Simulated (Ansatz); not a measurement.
## How Ag (Fm-3m) stiffens under pressure

```
CELL_PARAMETERS angstrom
0.00000 2.02691 2.02691
2.02691 0.00000 2.02691
2.02691 2.02691 0.00000
ATOMIC_POSITIONS crystal
Ag 0.00000 0.00000 0.00000
```

This is the zero-pressure cell. At each pressure cell and atoms are relaxed in this structure, and the constants are slopes of the stress at strains of ±0.005 with relaxed ions (the coefficients that govern stability under load). Level: PBEsol, PAW on Ansatz 0.2.0's default frozen-core files (fitted under PBE), scalar-relativistic; k mesh 24×24×24, strains of ±0.005, Fermi-Dirac smearing of 0.100 eV, cutoff 420 eV. P is the pressure of the relaxed cell, less that of this one.

```
P (GPa)    V/V₀  C11 (GPa)  C12 (GPa)  C44 (GPa)
   0.00  1.0000      147.5      104.9       59.4
   0.98  0.9920      153.9      110.0       61.7
   2.00  0.9841      160.5      115.3       64.2
   4.01       ?          ?          ?          ?
   6.99  0.9505      191.6      140.5       75.4
  10.01  0.9333      209.8      155.4       81.8
  15.02  0.9085      238.7      179.3       91.8
```

**Question.** Does the bulk modulus from the constants agree with the pressure-volume curve?

**Answer.** A third-order Birch-Murnaghan fit to the volumes shown (F against f, f = [(V₀/V)^(2/3) − 1]/2) gives B₀ = 119.0 GPa and B′ = 5.7. Its −V dP/dV stands beside (C11 + 2C12)/3:

```csv
P (GPa),from P(V),from the constants
0.00,119.0,119.1
0.98,124.6,124.7
2.00,130.3,130.4
6.99,157.5,157.6
10.01,173.5,173.5
15.02,199.3,199.1
```

**Question.** What are the pressure derivatives at zero pressure?

**Answer.** Slopes at V₀ of quadratic fits in −ln(V/V₀) through the first four rows shown, divided by B₀: dC11/dP = 6.6, dC12/dP = 5.3, dC44/dP = 2.4. The mean slopes up to 2.0 GPa are 6.5, 5.2, 2.4; curvature and scatter of the constants part the two. The combination (dC11/dP + 2 dC12/dP)/3 = 5.7 stands against B′.

**Question.** Fill the row at 4.01 GPa.

**Answer.** Cubic fits in −ln(V/V₀) through all rows shown give C11 = 173.2, C12 = 125.6, C44 = 68.8 GPa. Computed: V/V₀ = 0.9697, C11 (GPa) = 173.2, C12 (GPa) = 125.6, C44 (GPa) = 68.8.

**Question.** Does a shear stiffness soften?

**Answer.** C44 goes from 59.4 to 91.8 GPa; (C11 − C12)/2 goes from 21.3 to 29.7 GPa. Neither ends more than 3 % under its start, and the lattice stays mechanically stable over this range.

Limits of these numbers: no other phase was computed; many crystals of this kind change structure within this range, and rows or crossings beyond such a change describe a metastable lattice; frozen-core PAW files fitted under PBE, their cores solved anew for the functional of the run; responses of metals move with mesh and smearing; phonons weren't checked at these pressures.
